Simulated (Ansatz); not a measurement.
## Is this Mg2CdSe3 structure stable?

It was reached by relaxing an invented guess, and it needn't be the stable form of this composition.

All numbers below come from Ansatz 0.2.0, DFT PBE, scalar-relativistic, plane waves, PAW. Settings of the last relaxation (6-atom cell): 420 eV, 12×12×12 k points, Gaussian smearing of 0.02 eV, no spin polarisation.

```cif
data_structure
_symmetry_space_group_name_H-M 'I4/mmm'
_symmetry_Int_Tables_number 139
_cell_length_a 3.9553
_cell_length_b 3.9553
_cell_length_c 16.8049
_cell_angle_alpha 90.000
_cell_angle_beta 90.000
_cell_angle_gamma 90.000
_cell_volume 262.90
loop_
_atom_site_label
_atom_site_type_symbol
_atom_site_symmetry_multiplicity
_atom_site_Wyckoff_symbol
_atom_site_fract_x
_atom_site_fract_y
_atom_site_fract_z
_atom_site_occupancy
Mg1 Mg 4 e 0.50000 0.50000 0.16689 1
Cd1 Cd 2 a 0.00000 0.00000 0.00000 1
Se1 Se 4 e 0.50000 0.50000 0.33043 1
Se2 Se 2 b 0.50000 0.50000 0.00000 1
```

The zero of energy is the elements' standard structures at the same level; no fitted shifts are applied.

Task: These tests were run: energy against the elements; elastic tensor. What do they show?

Result:

```csv
test,result
energy against the elements,−0.974 eV/atom
elastic tensor,least eigenvalue 35 GPa
```

It fails none of these tests. Other phases of the system weren't compared here, so this isn't yet thermodynamic stability. Phonons away from Γ weren't computed.

The reference form of Se is held partly by dispersion forces, which this level lacks. The run for the elastic tensor used a 12×12×12 k mesh.
